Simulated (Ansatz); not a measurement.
Task: Each is relaxed and computed with DFT-HSE06 in the program Ansatz with PAW potentials. Which is the only one with a gap?
(A) HfSi, rock salt
(B) V3Si, A15 (Cr3Si type)
(C) SiC, P6_222 (Si on 3d, C on 3c)
(D) Hf3Si, Fm-3m (Si on 4a, Hf on 4b, Hf on 8c)

Result: C, SiC, P6_222 (Si on 3d, C on 3c). SiC: gap 1.63 eV (indirect); HfSi: metal; Hf3Si: metal; V3Si: metal. Spin orders computed, not proven ground states: V3Si, A15 (Cr3Si type) ferromagnetic. Constructed cells (a structure type filled with these elements, in neither database checked): SiC, P6_222 (Si on 3d, C on 3c); HfSi, rock salt; Hf3Si, Fm-3m (Si on 4a, Hf on 4b, Hf on 8c). Not the usual ambient phase: SiC, P6_222 (Si on 3d, C on 3c). All cells were relaxed under the symmetry of their starts (and spin orders); stability against distortions was not tested throughout. Rows with no word on spin ran without spin polarisation. Spin–orbit coupling is left out wherever it is not named.

Potentials: the later of the program's two PAW sets.
